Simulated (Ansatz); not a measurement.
Relaxed SiC (zinc blende):

```
CELL_PARAMETERS angstrom
      0.00000     4.37975     4.37975
      2.18988     0.00000     2.18988
      2.18988     2.18988     0.00000
ATOMIC_POSITIONS crystal
  C  0.37500 0.75000 0.75000
  C  0.87500 0.75000 0.75000
  Si 0.00000 0.00000 0.00000
  Si 0.50000 0.00000 0.00000
```

In each cell atom 3 (Si, nearest neighbour C at 1.896 Å; its periodic images, 3.1 Å or more away, move with it) moves by s·(1.000, 0.000, 0.000) (along Cartesian x), the rest being held.

Level of theory: PBE (plane waves to 420 eV, PAW, scalar-relativistic; Ansatz, a quantum-chemistry and plane-wave program). k mesh 5×10×10 (Γ-centred), Fermi-Dirac smearing 0.05 eV. E stands for the smeared free energy. As the smearing reaches across the gap at some points, energies and forces of such displacements shift with the k mesh and the smearing. SiC was relaxed with its symmetry unable to fall. The zero of ΔE is the undisplaced structure. The last digit holds for this mesh only.

| s (Å) | ΔE (meV/cell) |
|---|---|
| -0.570 | 3170.4 |
| -0.456 | 2141.2 |
| -0.342 | 1250.8 |
| -0.228 | 569.3 |
| -0.114 | 143.7 |
| 0.000 | 0.0 |
| 0.114 | 141.8 |
| 0.228 | 554.2 |
| 0.342 | 1203.1 |
| 0.456 | 2035.7 |
| 0.570 | 2980.8 |

Task: What force constant k = d²E/ds² at s = 0 does the table give?

Result: 22 eV/Å². It is the second difference of the nearest points, corrected with the next pair.

Task: With k = 22.10 eV/Å² from the forces, is the well harmonic out to s = 0.570 Å?

Result: ½ks² = 3589 meV/cell against the computed 2981 meV/cell, so the well is softer than harmonic there.

(A displaced cell: forces are minus the slopes of the energy, force constants its curvatures, and phonons follow from these.)
